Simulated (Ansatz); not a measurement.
Sc$_{2}$InC in space group P6_3/mmc (No. 194; Sc on 4f, In on 2d, C on 2a), plane-wave PAW r²SCAN (Ansatz code), all energies at zero smearing, with the estimated change up to a 700 eV cutoff added, with one set of potentials and settings (totals compare only within such a set). Cell of 8 atoms (4 Sc, 2 In, 2 C): -20294.867 eV.

```csv
element,reference phase,E (eV/atom)
Sc,"P6_3/mmc, 2 atoms in the cell",-2140.5738
In,"I4/mmm, 1 atoms in the cell",-5611.8204
C,"P6_3/mmc, 4 atoms in the cell",-251.6711
```

Formation energy per atom, worked out: (-20294.867 − 4×(-2140.5738) − 2×(-5611.8204) − 2×(-251.6711))/8 = -0.699 eV/atom (-67 kJ per mol of atoms), at 0 K, without zero-point energy or fitted corrections.

The workflow started from a Materials Project entry (that database holds measured and hypothetical structures alike); the Crystallography Open Database copy checked does not list it. Whether it is the stable phase at ambient conditions was not checked. The r²SCAN relaxation kept the symmetry of its start; of distortions, only those at the zone centre were tested. No spin polarisation was allowed. The references are the lowest solids computed at this level, not always the standard phases.

Potentials: the later of the program's two PAW sets.
